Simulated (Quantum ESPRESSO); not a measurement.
# Band energies of PbBiBrO$_{2}$

```
CELL_PARAMETERS angstrom
     -1.99131     1.99131     6.43691
      1.99131    -1.99131     6.43691
      1.99131     1.99131    -6.43691
ATOMIC_POSITIONS crystal
  O  0.75687 0.25687 0.50000
  O  0.25687 0.75687 0.50000
  Br 0.99224 0.99224 0.00000
  Pb 0.65151 0.65151 0.00000
  Bi 0.34248 0.34248 0.00000
```

PBEsol (pw.x of Quantum ESPRESSO, ONCV potentials, no spin-orbit coupling); path ΓXYSΓZS1NPY1Z,XP; energies in eV from the valence-band maximum.

```
k (1/Å)  point  band 20  band 21  band 22  band 23  band 24  band 25  band 26  band 27
-------  -----  -------  -------  -------  -------  -------  -------  -------  -------
0.00         Γ    -1.51    -1.51    -1.18    -1.18    -0.28     1.64     4.81     5.41
0.19              -1.58    -1.29    -1.28    -1.19    -0.19     2.08     4.63     5.02
0.56              -1.48    -1.33    -0.95    -0.76    -0.29     2.59     4.30     4.40
0.74              -1.66    -1.43    -1.26    -0.80    -0.66     2.79     3.45     4.95
1.12         X    -2.06    -1.84    -1.20    -1.06    -0.48     2.43     4.13     4.70
1.12         Y    -2.02    -1.84    -1.29    -1.12    -0.53     2.58     4.20     4.66
1.59              -2.09    -1.44    -1.21    -1.14    -0.39     3.76     4.30     4.85
1.83         S    -2.30    -1.59    -0.96    -0.92    -0.03     3.54     4.54     5.25
2.26              -1.84    -1.34    -1.13    -0.78    -0.23     3.30     3.92     4.84
2.48              -1.56    -1.55    -1.21    -1.11    -0.18     2.22     4.58     5.01
2.69         Γ    -1.51    -1.51    -1.18    -1.18    -0.28     1.64     4.81     5.41
2.94              -1.44    -1.44    -1.16    -1.16    -0.44     1.82     4.49     4.97
3.18         Z    -1.38    -1.38    -1.13    -1.13    -0.55     1.88     4.40     4.65
3.54              -1.70    -1.64    -1.06    -0.85    -0.13     2.90     4.26     5.03
3.72              -2.03    -1.74    -0.99    -0.90    -0.01     3.70     4.19     5.17
3.89        S1    -2.30    -1.59    -0.96    -0.92    -0.03     3.54     4.54     5.25
3.89         N    -2.34    -1.32    -1.01    -0.97    -0.09     3.45     4.57     5.18
4.05              -2.09    -1.38    -1.17    -0.96    -0.24     3.57     4.24     5.19
4.37              -1.88    -1.50    -1.44    -1.04    -0.86     3.35     3.62     4.71
4.53              -2.24    -1.69    -1.26    -1.19    -0.60     3.15     3.23     4.69
4.68         P    -2.25    -1.86    -1.35    -1.06    -0.48     3.07     3.07     4.72
4.68        Y1    -2.02    -1.84    -1.29    -1.12    -0.53     2.58     4.20     4.66
4.80              -1.93    -1.80    -1.48    -1.30    -0.63     2.98     4.42     4.55
5.02              -2.21    -1.77    -1.62    -0.83    -0.74     3.65     4.55     4.85
5.13              -2.24    -1.78    -1.37    -0.92    -0.35     3.52     4.73     4.86
5.36              -1.98    -1.51    -1.08    -0.97    -0.15     2.78     4.30     4.78
5.47              -1.71    -1.38    -1.14    -0.95    -0.25     2.33     4.16     4.72
5.69         Z    -1.38    -1.38    -1.13    -1.13    -0.55     1.88     4.40     4.65
5.69         X    -2.06    -1.84    -1.20    -1.06    -0.48     2.43     4.13     4.70
5.94         P    -2.25    -1.86    -1.35    -1.06    -0.48     3.07     3.07     4.72
```

The PBEsol gap is 1.64 eV; at least one edge lies off the plotted path, at a point of the SCF mesh. The smallest direct gap is 1.91 eV.

Spin-orbit coupling is left out; with 6p states at a band edge it can lower the gap by many tenths of an eV, most of a small gap.

Geometry relaxed with PBE+D3(BJ).

The structure is a Materials Project entry; no match was found in the copy of COD used, and its stability was not checked.
